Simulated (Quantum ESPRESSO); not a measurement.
## AgAl2Rh4Ti in 6 site orders

All numbers below are calculated, not measured. They come from Quantum ESPRESSO 7.5, a public plane-wave density functional program. Each row is one single-point run on a made-up periodic cell of eight metal atoms, with elements, volume, strain and displacements drawn at random and not relaxed, so a cell may be unstable or far from any real phase. There is no spin polarisation or spin-orbit coupling.

Settings: PBE unless stated; PseudoDojo standard norm-conserving files; Fermi-Dirac width 0.25 eV, which means electrons at about 2900 K; cutoff 1197 eV; 5 x 5 x 5 k mesh shifted half a step off Gamma. E is the free energy of the whole cell (internal energy minus TS), so a -TS column is already part of it. Stress is positive in tension, and the pressure P is minus a third of its trace.

Checks: one run of this series was repeated at a higher cutoff and on a denser mesh, which moved values by no more than 0.012 eV, 0.15 GPa and 0.012 eV/Å, and a second program with other atomic files agreed on it to 2 % rms in force and 0.5 GPa in pressure. Known limits: a spin test at this wide smearing found no moment, but such smearing suppresses magnetism that the real alloy may have.

The lattice is hexagonal close-packed, and the cell vectors in Å are (0.003, 0.030, 4.644); (5.699, -0.062, 0.004); (-2.903, 4.951, 0.031), a volume of 130.21 Å³. The runs put one composition on the same eight displaced sites in different orders. E is counted from run 1, and the rms force is over all 24 components. Nothing is relaxed, so E mixes bonding between neighbours with strain on unrelaxed sites, and it is not an ordering energy.

| run | elements on sites 1 to 8 | E (eV) | -TS (eV) | rms force (eV/Å) | largest force (eV/Å) | P (GPa) |
|---|---|---|---|---|---|---|
| 1 | Al Rh Ag Rh Rh Ti Al Rh | 0.000 | -1.612 | 0.456 | 1.12 | -11.87 |
| 2 | Rh Ti Rh Al Ag Rh Rh Al | -0.167 | -1.434 | 0.492 | 1.20 | -12.92 |
| 3 | Rh Al Al Ag Ti Rh Rh Rh | -0.216 | -1.380 | 0.530 | 1.40 | -12.73 |
| 4 | Al Al Rh Ag Ti Rh Rh Rh | 0.448 | -1.671 | 0.411 | 1.07 | -11.66 |
| 5 | Rh Rh Rh Ag Al Al Rh Ti | 0.301 | -1.651 | 0.459 | 1.59 | ? |
| 6 | Al Rh Rh Rh Rh Ag Ti Al | -0.459 | -1.344 | 0.291 | 0.74 | -13.61 |

## Worked fit

A straight line through the runs shown gives P = -12.39 + 2.16 E GPa with E in eV, an error of 0.56 on the slope and a scatter of 0.38 GPa. At this fixed volume the orders of higher energy tend to have the higher pressure.

## Withheld value

Question: what pressure should run 5 give?

The fit gives -11.74 ± 0.46 GPa. The calculation gave -11.39 GPa.
